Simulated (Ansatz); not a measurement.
# CdInI3, before and after

A trial structure of CdInI3 was built thus: perovskite family, tilts a0a0a0 (Pm-3m, No. 221) (A site Cd; B site In; X site I). Its size is a rough estimate.

start.cif

```cif
data_structure
_symmetry_space_group_name_H-M 'Pm-3m'
_symmetry_Int_Tables_number 221
_cell_length_a 5.6089
_cell_length_b 5.6089
_cell_length_c 5.6089
_cell_angle_alpha 90.000
_cell_angle_beta 90.000
_cell_angle_gamma 90.000
_cell_volume 176.46
loop_
_atom_site_label
_atom_site_type_symbol
_atom_site_symmetry_multiplicity
_atom_site_Wyckoff_symbol
_atom_site_fract_x
_atom_site_fract_y
_atom_site_fract_z
_atom_site_occupancy
Cd1 Cd 1 b 0.50000 0.50000 0.50000 1
In1 In 1 a 0.00000 0.00000 0.00000 1
I1 I 3 d 0.50000 0.00000 0.00000 1
```

The calculation used DFT PBE, scalar-relativistic, plane waves, PAW (Ansatz). Cutoff 420 eV, Gaussian smearing, Γ-centred meshes. Cell and atoms relax first on a coarse mesh and then on a finer one. In between, the cell is made exact in the group found at 0.06 Å. In metals the finer mesh still leaves noise of several meV/atom or more. The steps can't lower the symmetry of their start. No spin polarisation.

end.cif

```cif
data_structure
_symmetry_space_group_name_H-M 'Pm-3m'
_symmetry_Int_Tables_number 221
_cell_length_a 5.9624
_cell_length_b 5.9624
_cell_length_c 5.9624
_cell_angle_alpha 90.000
_cell_angle_beta 90.000
_cell_angle_gamma 90.000
_cell_volume 211.97
loop_
_atom_site_label
_atom_site_type_symbol
_atom_site_symmetry_multiplicity
_atom_site_Wyckoff_symbol
_atom_site_fract_x
_atom_site_fract_y
_atom_site_fract_z
_atom_site_occupancy
Cd1 Cd 1 b 0.50000 0.50000 0.50000 1
In1 In 1 a 0.00000 0.00000 0.00000 1
I1 I 3 d 0.50000 0.00000 0.00000 1
```

The symmetry stays Pm-3m (No. 221). The end has the cubic perovskite type. The volume per atom grows by 20.1 %, from 35.3 to 42.4 Å³. The shortest distance goes from 2.80 Å (In–I) to 2.98 Å (In–I). The energy falls by about 0.10 eV/atom (the start's value is from the coarse mesh).

For CdInI3, the volume per atom is 42.39 Å³. The density is 4.76 g/cm³ and the energy over the elements is −0.19 eV/atom. The gap on the 6×6×6 mesh of the 5-atom cell is 0 eV (a metal).

The zero of energy is the elements' standard structures at the same level; no fitted shifts are applied. A negative formation energy is needed for stability but isn't enough: competing phases decide.

The last run used Gaussian smearing of 0.10 eV. Spin–orbit coupling, which can matter for I, is left out. The reference form of I is held partly by dispersion forces, which this level lacks. Symmetry constrained the relaxation, so the result can be a saddle point. In all, the 3 runs took 2.6 min on 1 thread of Arm Neoverse N1 (shared host).
